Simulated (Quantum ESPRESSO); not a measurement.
## SiAlGeON3 (input and log of a self-consistent run)

A calculation, not a measurement. The program is pw.x of Quantum ESPRESSO 7.5 (plane-wave density functional theory). The cell is made up: 7 atoms on a wurtzite lattice with one site empty, with randomly drawn elements, strain and displacements, not relaxed. PseudoDojo standard norm-conserving files (v0.5 for PBE, v0.4.1 for LDA and PBEsol) set the functional; there is no spin polarisation, spin-orbit coupling or dispersion term, and the masses in the input are unused placeholders.

Input:

```
&control calculation='scf', pseudo_dir='./dojo.nc.sr.pbe.v0_5.standard.upf', outdir='./o', disk_io='medium', tprnfor=.true., tstress=.true. /
&system ibrav=0, nat=7, ntyp=5, nbnd=27, ecutwfc=84.00895049, nosym=.true., tot_charge=0,
 occupations='smearing', smearing='fd', degauss=0.0018374661
/
&electrons conv_thr=7.350e-09, electron_maxstep=60, /
ATOMIC_SPECIES
Al 1.0 Al.upf
Ge 1.0 Ge.upf
N 1.0 N.upf
O 1.0 O.upf
Si 1.0 Si.upf
CELL_PARAMETERS angstrom
3.084 -0.0155 0.0198
-0.0269 5.3182 0.0011
0.0325 0.0011 5.0089
ATOMIC_POSITIONS angstrom
Si -0.1166 -0.0339 -0.0232
Al 1.4758 2.5671 0.0024
Ge -0.0922 3.493 2.5493
O 0.0795 0.1359 1.9868
N 1.543 2.6234 1.8759
N 1.5899 0.9779 4.4125
N -0.0597 3.5072 4.4118
K_POINTS automatic
6 4 4 1 1 1
```

The log is shortened where brackets say so; the opening notice, blank lines, dates and the lines on written files are dropped, and the path of the files is cut. It prints rydbergs, bohrs and kilobars, and counts compression as positive stress. With no partly filled state, the Fermi energy that it prints is only some level between the filled and the empty states on the mesh, and need not lie in the true gap.

```
     Program PWSCF v.7.5
     Parallel version (MPI & OpenMP), running on       1 processor cores
     Number of MPI processes:                 1
     Threads/MPI process:                     1
     [start-up lines left out]
     bravais-lattice index     =            0
     lattice parameter (alat)  =       5.8281  a.u.
     unit-cell volume          =     554.3561 (a.u.)^3
     number of atoms/cell      =            7
     number of atomic types    =            5
     number of electrons       =        42.00
     number of Kohn-Sham states=           27
     kinetic-energy cutoff     =      84.0090  Ry
     charge density cutoff     =     336.0358  Ry
     scf convergence threshold =      7.3E-09
     mixing beta               =       0.7000
     number of iterations used =            8  plain     mixing
     Exchange-correlation= PBE
                           (   1   4   3   4   0   0   0)
     [axes and pseudopotential details left out]
   Cartesian axes
     site n.     atom                  positions (alat units)
         1        Si     tau(   1) = (  -0.0378068  -0.0109919  -0.0075224  )
         2        Al     tau(   2) = (   0.4785185   0.8323653   0.0007782  )
         3        Ge     tau(   3) = (  -0.0298952   1.1325823   0.8265938  )
         4        O      tau(   4) = (   0.0257774   0.0440647   0.6442069  )
         5        N      tau(   5) = (   0.5003076   0.8506202   0.6082483  )
         6        N      tau(   6) = (   0.5155146   0.3170777   1.4307242  )
         7        N      tau(   7) = (  -0.0193573   1.1371866   1.4304972  )
     number of k points=    48  Fermi-Dirac smearing, width (Ry)=  0.0018
                       cart. coord. in units 2pi/alat
        k(    1) = (   0.0832119   0.0728944   0.0764096), wk =   0.0416667
        k(    2) = (   0.0822234   0.0728576   0.2303472), wk =   0.0416667
     [further k points left out]
     Dense  grid:    57605 G-vectors     FFT dimensions: (  36,  60,  60)
     Estimated max dynamical RAM per process >      72.27 MB
     Initial potential from superposition of free atoms
     starting charge      41.9961, renormalised to      42.0000
     Starting wfcs are   33 randomized atomic wfcs
     total cpu time spent up to now is        7.3 secs
     per-process dynamical memory:    44.8 Mb
     Self-consistent Calculation
     iteration #  1     ecut=    84.01 Ry     beta= 0.70
     Davidson diagonalization with overlap
     ethr =  1.00E-02,  avg # of iterations =  3.0
     total cpu time spent up to now is       22.8 secs
     total energy              =    -286.20384581 Ry
     estimated scf accuracy    <       2.11455475 Ry
     iteration #  2     ecut=    84.01 Ry     beta= 0.70
     Davidson diagonalization with overlap
     ethr =  5.03E-03,  avg # of iterations =  2.7
     total cpu time spent up to now is       33.9 secs
     total energy              =    -286.52831378 Ry
     estimated scf accuracy    <       3.38325214 Ry
     iteration #  3     ecut=    84.01 Ry     beta= 0.70
     Davidson diagonalization with overlap
     ethr =  5.03E-03,  avg # of iterations =  2.0
     total cpu time spent up to now is       43.8 secs
     total energy              =    -287.15695743 Ry
     estimated scf accuracy    <       0.16169535 Ry
     iteration #  4     ecut=    84.01 Ry     beta= 0.70
     Davidson diagonalization with overlap
     ethr =  3.85E-04,  avg # of iterations =  2.0
     total cpu time spent up to now is       57.6 secs
     total energy              =    -287.19166030 Ry
     estimated scf accuracy    <       0.01111701 Ry
     iteration #  5     ecut=    84.01 Ry     beta= 0.70
     Davidson diagonalization with overlap
     ethr =  2.65E-05,  avg # of iterations =  6.2
     total cpu time spent up to now is       69.6 secs
     total energy              =    -287.19286372 Ry
     estimated scf accuracy    <       0.01564450 Ry
     [iterations 6 to 8 left out]
     iteration #  9     ecut=    84.01 Ry     beta= 0.70
     Davidson diagonalization with overlap
     ethr =  4.75E-08,  avg # of iterations =  2.1
     total cpu time spent up to now is      110.2 secs
     total energy              =    -287.19577175 Ry
     estimated scf accuracy    <       0.00000285 Ry
     iteration # 10     ecut=    84.01 Ry     beta= 0.70
     Davidson diagonalization with overlap
     ethr =  6.79E-09,  avg # of iterations =  2.8
     total cpu time spent up to now is      122.2 secs
     total energy              =    -287.19577248 Ry
     estimated scf accuracy    <       0.00000066 Ry
     iteration # 11     ecut=    84.01 Ry     beta= 0.70
     Davidson diagonalization with overlap
     ethr =  1.58E-09,  avg # of iterations =  2.0
     total cpu time spent up to now is      133.8 secs
     total energy              =    -287.19577254 Ry
     estimated scf accuracy    <       0.00000007 Ry
     iteration # 12     ecut=    84.01 Ry     beta= 0.70
     Davidson diagonalization with overlap
     ethr =  1.63E-10,  avg # of iterations =  2.6
     total cpu time spent up to now is      143.1 secs
     total energy              =    -287.19577257 Ry
     estimated scf accuracy    <          8.3E-09 Ry
     iteration # 13     ecut=    84.01 Ry     beta= 0.70
     Davidson diagonalization with overlap
     ethr =  1.99E-11,  avg # of iterations =  2.1
     total cpu time spent up to now is      153.5 secs
     End of self-consistent calculation
          k = 0.0832 0.0729 0.0764 (  7215 PWs)   bands (ev):
   -17.1414 -17.0419 -17.0065 -16.9723 -16.9217  -9.9003  -8.5850  -7.0538
    -6.5335  -0.7568   0.0318   2.9490   3.2610   3.4116   4.6248   4.9431
     5.0606   5.4336   6.7069   7.3373   7.6321  10.0825  11.0345  11.7538
    12.8470  14.4057  14.9582
     [levels at the other k points left out]
     the Fermi energy is     9.2737 ev
!    total energy              =    -287.19577257 Ry
     estimated scf accuracy    <          1.5E-09 Ry
     smearing contrib. (-TS)   =      -0.00000000 Ry
     internal energy E=F+TS    =    -287.19577257 Ry
     The total energy is F=E-TS. E is the sum of the following terms:
     one-electron contribution =    -127.58792581 Ry
     hartree contribution      =      90.80348070 Ry
     xc contribution           =     -75.68985818 Ry
     ewald contribution        =    -174.72146928 Ry
     convergence has been achieved in  13 iterations
     Forces acting on atoms (cartesian axes, Ry/au):
     atom    1 type  5   force =     0.03930062    0.12038025    0.07121349
     atom    2 type  1   force =    -0.01741214    0.06657419    0.08269606
     atom    3 type  2   force =     0.06097069    0.06171205   -0.11251317
     atom    4 type  4   force =    -0.02379138   -0.14176539   -0.12674735
     atom    5 type  3   force =    -0.05743188    0.06602454    0.02124794
     atom    6 type  3   force =    -0.01730021   -0.25899704    0.03572323
     atom    7 type  3   force =     0.01566430    0.08607140    0.02837980
     Total force =     0.418112     Total SCF correction =     0.000094
     Computing stress (Cartesian axis) and pressure
          total   stress  (Ry/bohr**3)                   (kbar)     P=      -81.26
  -0.00057912   0.00017778  -0.00006473          -85.19       26.15       -9.52
   0.00017778  -0.00052823   0.00034245           26.15      -77.70       50.38
  -0.00006473   0.00034245  -0.00054993           -9.52       50.38      -80.90
     init_run     :      6.54s CPU      7.13s WALL (       1 calls)
     electrons    :    132.83s CPU    146.29s WALL (       1 calls)
     forces       :      1.67s CPU      1.68s WALL (       1 calls)
     stress       :      6.46s CPU      6.51s WALL (       1 calls)
     [timing details left out]
     PWSCF        :   2m27.67s CPU   2m41.88s WALL
     JOB DONE.
```

In other units: free energy -3907.498 eV for the cell, pressure -8.13 GPa, largest force component 6.659 eV/Å. A rerun of the same cell at another strain at 1437 eV and a 8 x 6 x 6 mesh moved values by no more than 0.002 eV in energy, 0.02 GPa in stress and 0.003 eV/Å in force.